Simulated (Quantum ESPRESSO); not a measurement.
# Ta2Ag4ZrGa: one run as intended and one with a planted mistake

Simulated, not a measurement. The program is pw.x of Quantum ESPRESSO 7.5 (plane-wave density functional theory). The cell is made up: eight metal atoms on a face-centred cubic lattice, with elements, volume, strain and displacements drawn at random and not relaxed, so it may be unstable or far from any real phase. PseudoDojo standard norm-conserving files set the functional (PBE unless stated); there is no spin polarisation or spin-orbit coupling, the Fermi-Dirac width of 0.25 eV means electrons at about 2900 K, and the masses in the input are unused placeholders. Heavy elements are run without spin-orbit coupling, which real alloys of them have. A spin test at this wide smearing found no moment, but such smearing suppresses magnetism that the real alloy may have.

Intended input:

```
&control calculation='scf', pseudo_dir='./dojo.nc.sr.pbe.v0_5.standard.upf', outdir='./o', disk_io='minimal', tprnfor=.true., tstress=.true. /
&system ibrav=0, nat=8, ntyp=4, nbnd=76, ecutwfc=82.02448710, nosym=.true., tot_charge=0,
 occupations='smearing', smearing='fd', degauss=0.0183746611
/
&electrons conv_thr=1.470e-08, electron_maxstep=70, mixing_beta=0.5 /
ATOMIC_SPECIES
Ag 1.0 Ag.upf
Ga 1.0 Ga.upf
Ta 1.0 Ta.upf
Zr 1.0 Zr.upf
CELL_PARAMETERS angstrom
2.0877 4.1014 2.0844
1.9983 -4.037 2.0451
2.0276 -0.0071 -6.1788
ATOMIC_POSITIONS angstrom
Ta 0.0948 0.0696 0.0861
Ag 2.0838 -2.0842 -0.0275
Ag 2.0527 0.1305 -1.9945
Zr 4.1985 -2.0311 -1.9824
Ag 2.0386 0.0817 2.0255
Ag 1.9546 2.0077 -0.0425
Ta 4.1552 -0.0683 -0.0056
Ga 4.1872 1.9944 -2.0378
K_POINTS automatic
5 5 4 1 1 1
```

The log is shortened where brackets say so; the opening notice, blank lines, dates and the lines on written files are dropped, and the path of the files is cut. It prints rydbergs, bohrs and kilobars, and counts compression as positive stress. Its total energy is the free energy E - TS of the whole cell.

Log of the intended run:

```
     Program PWSCF v.7.5
     Parallel version (MPI & OpenMP), running on       4 processor cores
     Number of MPI processes:                 4
     Threads/MPI process:                     1
     [start-up lines left out]
     bravais-lattice index     =            0
     lattice parameter (alat)  =       9.5473  a.u.
     unit-cell volume          =     923.0714 (a.u.)^3
     number of atoms/cell      =            8
     number of atomic types    =            4
     number of electrons       =       127.00
     number of Kohn-Sham states=           76
     kinetic-energy cutoff     =      82.0245  Ry
     charge density cutoff     =     328.0979  Ry
     scf convergence threshold =      1.5E-08
     mixing beta               =       0.5000
     number of iterations used =            8  plain     mixing
     Exchange-correlation= PBE
                           (   1   4   3   4   0   0   0)
     [axes and pseudopotential details left out]
   Cartesian axes
     site n.     atom                  positions (alat units)
         1        Ta     tau(   1) = (   0.0187641   0.0137762   0.0170421  )
         2        Ag     tau(   2) = (   0.4124542  -0.4125334  -0.0054432  )
         3        Ag     tau(   3) = (   0.4062985   0.0258303  -0.3947787  )
         4        Zr     tau(   4) = (   0.8310246  -0.4020231  -0.3923837  )
         5        Ag     tau(   5) = (   0.4035076   0.0161712   0.4009147  )
         6        Ag     tau(   6) = (   0.3868812   0.3973915  -0.0084122  )
         7        Ta     tau(   7) = (   0.8224540  -0.0135189  -0.0011084  )
         8        Ga     tau(   8) = (   0.8287879   0.3947589  -0.4033493  )
     number of k points=    50  Fermi-Dirac smearing, width (Ry)=  0.0184
                       cart. coord. in units 2pi/alat
        k(    1) = (   0.2633058  -0.0028161  -0.0158001), wk =   0.0400000
        k(    2) = (   0.4184571  -0.0037792  -0.1693021), wk =   0.0400000
     [further k points left out]
     Dense  grid:    92621 G-vectors     FFT dimensions: (  60,  54,  72)
     Estimated max dynamical RAM per process >     350.34 MB
     Estimated total dynamical RAM >       1.30 GB
     Initial potential from superposition of free atoms
     starting charge     126.9913, renormalised to     127.0000
     Starting wfcs are   79 randomized atomic wfcs
     total cpu time spent up to now is       13.9 secs
     per-process dynamical memory:   275.5 Mb
     Self-consistent Calculation
     iteration #  1     ecut=    82.02 Ry     beta= 0.50
     Davidson diagonalization with overlap
     ethr =  1.00E-02,  avg # of iterations =  4.6
     total cpu time spent up to now is       53.2 secs
     total energy              =   -1753.06358039 Ry
     estimated scf accuracy    <       2.95712997 Ry
     iteration #  2     ecut=    82.02 Ry     beta= 0.50
     Davidson diagonalization with overlap
     ethr =  2.33E-03,  avg # of iterations =  3.0
     total cpu time spent up to now is       89.7 secs
     total energy              =   -1753.86388640 Ry
     estimated scf accuracy    <       6.25183856 Ry
     [iterations 3 to 11 left out]
     iteration # 12     ecut=    82.02 Ry     beta= 0.50
     Davidson diagonalization with overlap
     ethr =  1.43E-10,  avg # of iterations =  4.6
     total cpu time spent up to now is      406.6 secs
     total energy              =   -1754.63424805 Ry
     estimated scf accuracy    <       0.00000005 Ry
     iteration # 13     ecut=    82.02 Ry     beta= 0.50
     Davidson diagonalization with overlap
     ethr =  3.82E-11,  avg # of iterations =  2.0
     total cpu time spent up to now is      443.1 secs
     End of self-consistent calculation
     [lines on levels left out]
!    total energy              =   -1754.63424806 Ry
     estimated scf accuracy    <          6.6E-09 Ry
     smearing contrib. (-TS)   =      -0.07599559 Ry
     internal energy E=F+TS    =   -1754.55825247 Ry
     The total energy is F=E-TS. E is the sum of the following terms:
     one-electron contribution =    -631.68816654 Ry
     hartree contribution      =     392.97083214 Ry
     xc contribution           =    -306.61083420 Ry
     ewald contribution        =   -1209.23008386 Ry
     convergence has been achieved in  13 iterations
     Forces acting on atoms (cartesian axes, Ry/au):
     atom    1 type  3   force =    -0.05979469   -0.04709466   -0.00085151
     atom    2 type  1   force =    -0.04690350    0.02145083   -0.00959275
     atom    3 type  1   force =     0.01630622   -0.06205643   -0.00189055
     atom    4 type  4   force =    -0.05140732    0.04551631   -0.02750553
     atom    5 type  1   force =     0.04361421   -0.03655285    0.02366003
     atom    6 type  1   force =     0.06603315    0.03889843    0.01666639
     atom    7 type  3   force =     0.02529729    0.02784364   -0.01670428
     atom    8 type  2   force =     0.00685463    0.01199473    0.01621820
     Total force =     0.173882     Total SCF correction =     0.000201
     Computing stress (Cartesian axis) and pressure
          total   stress  (Ry/bohr**3)                   (kbar)     P=      113.86
   0.00081241  -0.00003658   0.00019215          119.51       -5.38       28.27
  -0.00003658   0.00073739   0.00001506           -5.38      108.47        2.22
   0.00019215   0.00001506   0.00077218           28.27        2.22      113.59
     init_run     :     11.11s CPU     11.50s WALL (       1 calls)
     electrons    :    422.16s CPU    429.25s WALL (       1 calls)
     forces       :      3.54s CPU      3.58s WALL (       1 calls)
     stress       :     12.49s CPU     12.49s WALL (       1 calls)
     [timing details left out]
     PWSCF        :   7m31.71s CPU   7m39.34s WALL
     JOB DONE.
```

A second run has one planted mistake: the files are those of another functional. The input lines that differ:

```
- &control calculation='scf', pseudo_dir='./dojo.nc.sr.pbe.v0_5.standard.upf', outdir='./o', disk_io='minimal', tprnfor=.true., tstress=.true. /
+ &control calculation='scf', pseudo_dir='./dojo.nc.sr.pbesol.v0_4_1.standard.upf', outdir='./o', disk_io='minimal', tprnfor=.true., tstress=.true. /
```

Its log:

```
     Program PWSCF v.7.5
     Parallel version (MPI & OpenMP), running on       4 processor cores
     Number of MPI processes:                 4
     Threads/MPI process:                     1
     [start-up lines left out]
     bravais-lattice index     =            0
     lattice parameter (alat)  =       9.5473  a.u.
     unit-cell volume          =     923.0714 (a.u.)^3
     number of atoms/cell      =            8
     number of atomic types    =            4
     number of electrons       =       127.00
     number of Kohn-Sham states=           76
     kinetic-energy cutoff     =      82.0245  Ry
     charge density cutoff     =     328.0979  Ry
     scf convergence threshold =      1.5E-08
     mixing beta               =       0.5000
     number of iterations used =            8  plain     mixing
     Exchange-correlation= PBESOL
                           (   1   4  10   8   0   0   0)
     [axes and pseudopotential details left out]
   Cartesian axes
     site n.     atom                  positions (alat units)
         1        Ta     tau(   1) = (   0.0187641   0.0137762   0.0170421  )
         2        Ag     tau(   2) = (   0.4124542  -0.4125334  -0.0054432  )
         3        Ag     tau(   3) = (   0.4062985   0.0258303  -0.3947787  )
         4        Zr     tau(   4) = (   0.8310246  -0.4020231  -0.3923837  )
         5        Ag     tau(   5) = (   0.4035076   0.0161712   0.4009147  )
         6        Ag     tau(   6) = (   0.3868812   0.3973915  -0.0084122  )
         7        Ta     tau(   7) = (   0.8224540  -0.0135189  -0.0011084  )
         8        Ga     tau(   8) = (   0.8287879   0.3947589  -0.4033493  )
     number of k points=    50  Fermi-Dirac smearing, width (Ry)=  0.0184
                       cart. coord. in units 2pi/alat
        k(    1) = (   0.2633058  -0.0028161  -0.0158001), wk =   0.0400000
        k(    2) = (   0.4184571  -0.0037792  -0.1693021), wk =   0.0400000
     [further k points left out]
     Dense  grid:    92621 G-vectors     FFT dimensions: (  60,  54,  72)
     Estimated max dynamical RAM per process >     350.34 MB
     Estimated total dynamical RAM >       1.30 GB
     Initial potential from superposition of free atoms
     starting charge     126.9920, renormalised to     127.0000
     Starting wfcs are   79 randomized atomic wfcs
     total cpu time spent up to now is       10.4 secs
     per-process dynamical memory:   275.5 Mb
     Self-consistent Calculation
     iteration #  1     ecut=    82.02 Ry     beta= 0.50
     Davidson diagonalization with overlap
     ethr =  1.00E-02,  avg # of iterations =  4.6
     total cpu time spent up to now is       37.9 secs
     total energy              =   -1751.66816837 Ry
     estimated scf accuracy    <       3.10835368 Ry
     iteration #  2     ecut=    82.02 Ry     beta= 0.50
     Davidson diagonalization with overlap
     ethr =  2.45E-03,  avg # of iterations =  3.0
     total cpu time spent up to now is       71.4 secs
     total energy              =   -1752.51364509 Ry
     estimated scf accuracy    <       6.60210200 Ry
     [iterations 3 to 11 left out]
     iteration # 12     ecut=    82.02 Ry     beta= 0.50
     Davidson diagonalization with overlap
     ethr =  1.53E-10,  avg # of iterations =  4.3
     total cpu time spent up to now is      320.4 secs
     total energy              =   -1753.32343068 Ry
     estimated scf accuracy    <       0.00000004 Ry
     iteration # 13     ecut=    82.02 Ry     beta= 0.50
     Davidson diagonalization with overlap
     ethr =  3.16E-11,  avg # of iterations =  2.0
     total cpu time spent up to now is      343.2 secs
     End of self-consistent calculation
     [lines on levels left out]
!    total energy              =   -1753.32343068 Ry
     estimated scf accuracy    <          4.2E-09 Ry
     smearing contrib. (-TS)   =      -0.07613359 Ry
     internal energy E=F+TS    =   -1753.24729710 Ry
     The total energy is F=E-TS. E is the sum of the following terms:
     one-electron contribution =    -631.78989885 Ry
     hartree contribution      =     392.07552148 Ry
     xc contribution           =    -304.30283587 Ry
     ewald contribution        =   -1209.23008386 Ry
     convergence has been achieved in  13 iterations
     Forces acting on atoms (cartesian axes, Ry/au):
     atom    1 type  3   force =    -0.05539113   -0.04356628   -0.00050901
     atom    2 type  1   force =    -0.04281306    0.01965345   -0.00793972
     atom    3 type  1   force =     0.01444427   -0.05683722   -0.00010229
     atom    4 type  4   force =    -0.04907614    0.04281168   -0.02608850
     atom    5 type  1   force =     0.04212046   -0.03411970    0.02086381
     atom    6 type  1   force =     0.06073743    0.03538876    0.01483598
     atom    7 type  3   force =     0.02373013    0.02591717   -0.01560754
     atom    8 type  2   force =     0.00624804    0.01075214    0.01454727
     Total force =     0.161213     Total SCF correction =     0.000164
     Computing stress (Cartesian axis) and pressure
          total   stress  (Ry/bohr**3)                   (kbar)     P=       46.69
   0.00035605  -0.00003053   0.00019416           52.38       -4.49       28.56
  -0.00003053   0.00028265   0.00001919           -4.49       41.58        2.82
   0.00019416   0.00001919   0.00031345           28.56        2.82       46.11
     init_run     :      9.92s CPU     10.25s WALL (       1 calls)
     electrons    :    327.31s CPU    332.83s WALL (       1 calls)
     forces       :      2.90s CPU      2.94s WALL (       1 calls)
     stress       :     11.11s CPU     11.11s WALL (       1 calls)
     [timing details left out]
     PWSCF        :   5m51.41s CPU   5m57.38s WALL
     JOB DONE.
```

```
                                            intended run  run with the mistake
                          free energy (eV)    -23873.015            -23855.181
         entropy term -TS, part of it (eV)        -1.034                -1.036
                            pressure (GPa)         11.39                  4.67
size of the largest force component (eV/Å)         1.698                 1.562
largest change of a force component (eV/Å)                               0.136
                                iterations            13                    13
```

For scale, a rerun of the intended cell at a higher cutoff and on a denser mesh moved values by no more than 0.006 eV in energy, 0.10 GPa in stress and 0.005 eV/Å in force, and a second program with other atomic files agreed on that cell to 2 % rms in force and 0.5 GPa in pressure. Files of another functional or element have another zero of energy, so the energy change says nothing on stability.